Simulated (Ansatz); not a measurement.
Input and command of a calculation in Ansatz (plane waves; scalar-relativistic PAW potentials unless the input names others):

```yaml
crystal:
  lattice:
    - [0.0, 3.3022256258, 3.3022256258]
    - [3.3022256258, 0.0, 3.3022256258]
    - [3.3022256258, 3.3022256258, 0.0]
  atoms:
    - { symbol: K, position: [0.0, 0.0, 0.0] }
    - { symbol: Br, position: [0.5, 0.5, 0.5] }
basis:
  ecutwfc: "700 eV"
kpoints:
  mp_grid: { grid: [6, 6, 6] }
hamiltonian:
  xc: r2scan
scf:
  occupations: { method: gaussian, width: 0.02 }
  n_extra_bands: 16
output:
  forces: true
  eigenvalues: true
  stress: true
```

```bash
ansatz run input.yaml --threads 1 --pin off --max-ram 2560MiB --backend cpu --events-out ev --progress --plain --runs-dir out
```

Abridged log:
```
scf.n_extra_bands = 16 over 8 filled bands (N_el = 16.0): the run solves 24 bands
Pseudopotentials: kind: paw
Pseudopotential: K, paw, valence charge 9, recommended cutoff 500 eV (meta_gga)
Pseudopotential: Br, paw, valence charge 7, recommended cutoff 500 eV (meta_gga)
Functional definition: r2SCAN
Crystal: 2 atoms, lattice volume = 72.020 Å³
Basis set: ecut = 700 eV, 2975 PW (Γ), exchange–correlation on 180×180×180 points (64 copies of the dense FFT grid, shifted against one another)
Bands: 24, of which v1, the nominal top of the filled ones, is band 8 counted from 1 (7 counted from 0)
Symmetry: 48 space group operations
Space group: Fm-3m (ITA 225), of the structure as read, at distance tolerance 4.2e-5 Å
k-points: 16 of 216
Initial density: superposition of atomic densities (neutral atoms: chi_scale 0, normalization atom), corrected by the library's trained network
Initial wavefunctions: pseudopotential atomic-orbital guess
Functional: x = r2scan, c = r2scan; τ floored in thin density (d = 2e-4 eV/Å³)
SCF iter   1: F=—  HF=-4339.301772 eV  |F-HF|=—  |Δ(HF+E_count)|=         —  Δρ=2.61e-3  dr2=3.32e-3  dr2_τ=2.38e-3  ethr=1.77e-3  ⟨swp⟩=6.8  Hψ=2332  notcnv=0  defer=60
SCF iter   2: F=—  HF=-4339.315600 eV  |F-HF|=—  |Δ(HF+E_count)|=   1.38e-2  Δρ=1.15e-3  dr2=3.07e-4  dr2_τ=7.56e-5  ethr=2.07e-5  ⟨swp⟩=3.0  Hψ=866  notcnv=0  defer=128
SCF iter   3: F=—  HF=-4339.315721 eV  |F-HF|=—  |Δ(HF+E_count)|=   1.20e-4  Δρ=4.14e-4  dr2=3.93e-5  dr2_τ=7.00e-6  ethr=1.92e-6  ⟨swp⟩=2.8  Hψ=505  notcnv=0  defer=128
SCF iter   4: F=—  HF=-4339.315778 eV  |F-HF|=—  |Δ(HF+E_count)|=   5.76e-5  Δρ=7.68e-5  dr2=1.18e-6  dr2_τ=6.42e-7  ethr=2.45e-7  ⟨swp⟩=2.0  Hψ=384  notcnv=0  defer=128
SCF iter   5: F=-4339.315780 eV  HF=-4339.315780 eV  |F-HF|=2.68e-8  |Δ(HF+E_count)|=   1.81e-6  Δρ=6.51e-6  dr2=1.31e-8  dr2_τ=5.26e-9  ethr=7.39e-9  ⟨swp⟩=2.0  Hψ=384  notcnv=0  defer=128
SCF iter   6: F=-4339.315780 eV  HF=-4339.315780 eV  |F-HF|=2.47e-10  |Δ(HF+E_count)|=   3.10e-8  Δρ=8.26e-7  dr2=4.65e-10  dr2_τ=6.57e-11  ethr=8.20e-11  ⟨swp⟩=8.9  Hψ=2200  notcnv=0
SCF 1 converged in 6 iterations: F = -4339.315780 eV  dr2 = 4.65e-10
SCF converged after 6 iterations
Free energy (F): -4339.315780 eV
Harris-Foulkes:  -4339.315780 eV  (|F-HF|=2.47e-10)
Internal energy: -4339.315780 eV  (E = F + TS)
E sigma→0 (E₀):  -4339.315780 eV
Fermi energy:    3.186471 eV
--- Forces (eV/Å), atoms counted from 1 ---
  atom   1  K      0.00000000     0.00000000     0.00000000
  atom   2  Br     0.00000000     0.00000000     0.00000000
--- Stress (GPa, compression-positive) ---
        0.031566       0.000000       0.000000
        0.000000       0.031566       0.000000
        0.000000       0.000000       0.031566
  P = ⅓ Tr σ = 0.0316 GPa (0.316 kbar)
```

Apart from outputs and the relaxation, which only the reference makes, the input differs from a reference run on usual settings in scf.n_extra_bands: not typed → 16; basis.ecutwfc: 500 → "700 eV". The reference, at the same geometry, ended its own course with pressure 0.03 GPa, largest force 0.000 eV/Å, gap on the mesh 5.07 eV. This run converged in 6 SCF iterations with an energy at zero smearing 1.26 meV/atom below the reference's, pressure 0.03 GPa, largest force 0.000 eV/Å, gap on the mesh 5.07 eV.

The run took 6.5 s on 1 thread of Arm Neoverse V1, with other jobs on the host, peak memory 0.71 GiB.